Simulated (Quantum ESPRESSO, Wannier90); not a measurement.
# Mo (bcc (W type)), plane waves to Wannier functions

```
CELL_PARAMETERS angstrom
     -1.58381     1.58381     1.58381
      1.58381    -1.58381     1.58381
      1.58381     1.58381    -1.58381
ATOMIC_POSITIONS crystal
  Mo 0.00000 0.00000 0.00000
```

Structure: Materials Project mp-129, symmetrised, not relaxed again. This is the element's usual structure. Method: PBEsol plane waves in Quantum ESPRESSO 7.5 (PseudoDojo norm-conserving files, 64 Ry, no spin polarisation, no spin-orbit coupling), Bloch states on a 12×12×12 mesh through Γ, Wannier90 4.0.1. Density: 18×18×18 mesh, cold smearing 0.01 Ry.

The plane-wave run has 21 bands and 14 electrons a cell. On the energy scale of pw.x, whose zero is arbitrary, the Fermi level lies at 20.84 eV.

Isolated groups of bands, relative to the Fermi level (bands from 5 on overlap up to the last one computed):

```json
[
 {"bands": "1", "from (eV)": "-61.22", "to (eV)": "-60.80", "filling": "filled", "weight on atomic waves": "Mo 4s 95 %"},
 {"bands": "2–4", "from (eV)": "-35.87", "to (eV)": "-34.54", "filling": "filled", "weight on atomic waves": "Mo 4p 99 %"}
]
```

Input w.win, without the blocks of cell, atoms and k-points (1728 lines):

```
num_bands = 17
num_wann = 10
exclude_bands = 1-4
num_iter = 800
conv_tol = 1.0e-6
conv_window = 4
dis_num_iter = 1000
dis_conv_tol = 1.0e-6
dis_froz_max = 22.34
write_hr = true
write_u_matrices = true
begin projections
Mo: s;p;d
end projections
mp_grid = 12 12 12
```

### Question
Check the input against the numbers above: what is wrong, and how is it mended?

### Answer
wannier90.x -pp stops with:
```
w90_readwrite_get_projections: too few projection functions defined
```
The projections block defines fewer trial orbitals than num_wann. Mended as below, all else unchanged, the run goes through (Ω_I = 8.9 Å²) and follows the plane-wave bands to 1.7 meV rms (states up to 1.0 eV relative to the Fermi level).
```
num_wann = 9
```
